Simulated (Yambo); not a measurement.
Yambo run on Na3MoO3F3 (space group R3, No. 146). The wavefunctions come from this Quantum ESPRESSO step (LDA, PseudoDojo standard norm-conserving files, scalar-relativistic):

```
&CONTROL
  calculation = 'nscf'
  pseudo_dir = './pseudo'
  outdir = './out'
/
&SYSTEM
  ibrav = 0
  nat = 10
  ntyp = 4
  ecutwfc = 88.0
  ecutrho = 352.0
  occupations = 'fixed'
  force_symmorphic = .true.
  nbnd = 205
/
&ELECTRONS
  conv_thr = 1e-08
  diago_full_acc = .true.
  diago_thr_init = 1e-08
/
ATOMIC_SPECIES
O 15.9990 O.upf
F 18.9984 F.upf
Na 22.9898 Na.upf
Mo 95.9500 Mo.upf
CELL_PARAMETERS angstrom
  2.783469900000   1.607037096000   4.835397000000
 -2.783469900000   1.607037096000   4.835397000000
  0.000000000000  -3.214074192000   4.835397000000
ATOMIC_POSITIONS crystal
O   0.688680000000   0.906020000000   0.254660000000
O   0.254660000000   0.688680000000   0.906020000000
O   0.906020000000   0.254660000000   0.688680000000
F   0.359790000000   0.128800000000   0.824070000000
F   0.824070000000   0.359790000000   0.128800000000
F   0.128800000000   0.824070000000   0.359790000000
Na   0.226020000000   0.226020000000   0.226020000000
Na   0.509923000000   0.509923000000   0.509923000000
Na   0.727627000000   0.727627000000   0.727627000000
Mo   0.000220000000   0.000220000000   0.000220000000
K_POINTS automatic
2 2 2 0 0 0
```

Yambo input:

```
rim_cut
gw0
dyson
el_el_corr
HF_and_locXC
ppa
em1d
RandQpts= 1000000
RandGvec= 1 Ry
EXXRLvcs= 88 Ry
VXCRLvcs= 352 Ry
Chimod= "HARTREE"
% BndsRnXp
 5 | 203 |
%
NGsBlkXp= 7 Ry
% LongDrXp
 1.0 | 1.0 | 1.0 |
%
PPAPntXp= 27.2114 eV
% GbndRnge
 1 | 203 |
%
GTermKind= "BG"
DysSolver= "n"
ExtendOut
% QPkrange
 2 | 2 | 40 | 41 |
 4 | 4 | 40 | 41 |
%
```

k points by index: 2 = L, 4 = Z.

Table of the .qp output:

```
#    K-point    Band    Eo [eV]    E [eV]    E-Eo [eV]    Vxc [eV]    Vnlxc [eV]    Sc|Eo [eV]    Sc|E [eV]    dSc/dw|Eo [eV]    Re(Z)    Im(Z)
#
    2    40    0.000000    -1.184954    -1.184954    -19.37669    -24.66485    3.786968    4.103208    -7.261353    0.789357    -0.001357
    2    41    4.337900    6.400192    2.062291    -18.96205    -13.37845    -3.078993    -3.521307    -5.835981    0.823404    -0.001038
    4    40    -0.169263    -1.368259    -1.198996    -19.26269    -24.48143    3.702051    4.019745    -7.209324    0.790550    -0.001357
    4    41    4.029137    6.007926    1.978789    -18.05108    -12.40584    -3.261968    -3.666451    -5.562018    0.830287    -0.994555E-3
```
(The two width columns are left out.) Convergence of these settings isn't established.

Spin-orbit coupling is not included.

Geometry of the Materials Project entry, not relaxed at this level.
